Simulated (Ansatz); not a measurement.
The relaxed structure here is a generated cell of ZnAg: the first start was made by placing the elements on the sites of a structure type, and the end was not matched to a known phase here, so it may be hypothetical.

A relaxed structure of ZnAg. Space group R3m (No. 160). The numbers are results of PBEsol (plane waves to 420 eV, PAW, scalar-relativistic; Ansatz, an electronic-structure program), not measurements.

```cif
data_Ag9Zn9
_chemical_formula_sum 'Ag9 Zn9'
_space_group_name_H-M_alt 'R3m :H'
_space_group_IT_number 160
_space_group_name_Hall 'R 3 -2"'
_cell_length_a 4.33163
_cell_length_b 4.33163
_cell_length_c 18.95362
_cell_angle_alpha 90.000
_cell_angle_beta 90.000
_cell_angle_gamma 120.000
loop_
_atom_site_label
_atom_site_type_symbol
_atom_site_symmetry_multiplicity
_atom_site_Wyckoff_symbol
_atom_site_fract_x
_atom_site_fract_y
_atom_site_fract_z
_atom_site_occupancy
Ag1 Ag 3 a 0.00000 0.00000 0.02989 1
Ag2 Ag 3 a 0.00000 0.00000 0.75700 1
Ag3 Ag 3 a 0.00000 0.00000 0.30405 1
Zn1 Zn 3 a 0.00000 0.00000 0.89101 1
Zn2 Zn 3 a 0.00000 0.00000 0.60325 1
Zn3 Zn 3 a 0.00000 0.00000 0.16480 1
```
(The calculation used a cell of 6 atoms; values per cell refer to that cell.)

For ZnAg, the volume per atom is 17.11 Å³. The band gap is no gap (metallic). The shortest distances is Ag–Zn 2.54 Å; Zn–Zn 2.65 Å; Ag–Ag 2.74 Å and the k-mesh is 13×13×13.

Band energies at high-symmetry points (eV from the Fermi level; labels of this space group; no spin-orbit coupling), from −5 eV up to 4.6 eV:

| point | energies |
|---|---|
| Γ | -4.97 -4.97 -4.22 -4.22 -3.72 -3.72 -3.43 -3.43 -3.37 -2.74 3.17 3.17 3.38 3.69 3.69 4.11 |
| T | -4.90 -4.90 -4.39 -4.39 -4.27 -3.68 -3.68 -3.41 -3.41 1.44 2.07 2.83 2.83 3.72 3.72 3.73 4.28 |
| H2 | -4.72 -4.59 -4.45 -4.24 -4.17 -3.98 -3.68 -3.40 -3.31 -3.19 -2.21 -0.47 -0.17 1.61 3.32 |
| H0 | -4.72 -4.59 -4.45 -4.24 -4.17 -3.98 -3.68 -3.40 -3.31 -3.19 -2.21 -0.47 -0.17 1.61 3.32 |
| L | -4.77 -4.61 -4.58 -4.41 -4.14 -4.02 -3.79 -3.42 -3.32 -1.81 -1.53 -0.35 0.42 1.65 2.15 3.00 |
| S0 | -4.70 -4.58 -4.45 -4.24 -4.14 -4.01 -3.74 -3.48 -3.27 -3.15 -1.69 -1.34 0.39 1.04 3.71 4.23 |
| S2 | -4.70 -4.58 -4.45 -4.24 -4.14 -4.01 -3.74 -3.48 -3.27 -3.15 -1.69 -1.34 0.39 1.04 3.71 4.23 |
| F | -4.79 -4.64 -4.63 -4.58 -4.45 -4.04 -4.04 -3.82 -3.52 -3.36 -2.70 -1.90 -0.74 1.49 2.30 3.56 |

No spin polarisation in the result.

The run could not lose the symmetry of its start, so the end can be a saddle point.
